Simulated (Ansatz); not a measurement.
Al$_{3}$Pt$_{2}$, in the lowest of the structures calculated here: P-3m1 (No. 164), hP5; a = 4.2042 Å, b = 4.2042 Å, c = 5.1844 Å, α = 90.00°, β = 90.00°, γ = 120.00°; Al 1a (0.000, 0.000, 0.000); Al 2d (0.667, 0.333, 0.353); Pt 2d (0.333, 0.667, 0.165). Level of theory: PBEsol (plane waves to 420 eV, PAW, scalar-relativistic; Ansatz, a quantum-chemistry and plane-wave program). Element references, the lowest calculated here: Pt (Fm-3m), Al (Fm-3m).

Task: Predict the formation energy of this P-3m1 form of Al3Pt2 from the elements from PBEsol.

Result: -0.99 eV/atom.

Task: Is it stable against the other phases calculated?

Result: Yes: the most favourable decomposition, Al3Pt2 → AlPt + Al2Pt (AlPt P2₁3, Al2Pt Fm-3m), costs 0.05 eV/atom.

Task: Over what range of chemical potentials is Al3Pt2 stable among the phases calculated here? Give the corners of its window as Δμ = μ − μ(element).

Result: 
```json
[
 {"in equilibrium with": "AlPt", "Δμ(Al) (eV)": "-0.8", "Δμ(Pt) (eV)": "-1.3"},
 {"in equilibrium with": "Al2Pt", "Δμ(Al) (eV)": "-0.3", "Δμ(Pt) (eV)": "-2.1"}
]
```

At every corner Σ nΔμ equals the formation energy, about -4.9 eV per formula unit; the corners carry the error of several atoms' energies, a few 0.01 eV.

This is the hull of the energies calculated here, no anion corrections; phases that were not calculated are missing from it. Values are rounded to 0.01 eV/atom. Spin-orbit coupling is missing from these energies, which matters for elements this heavy. The compounds carry no spin polarisation.
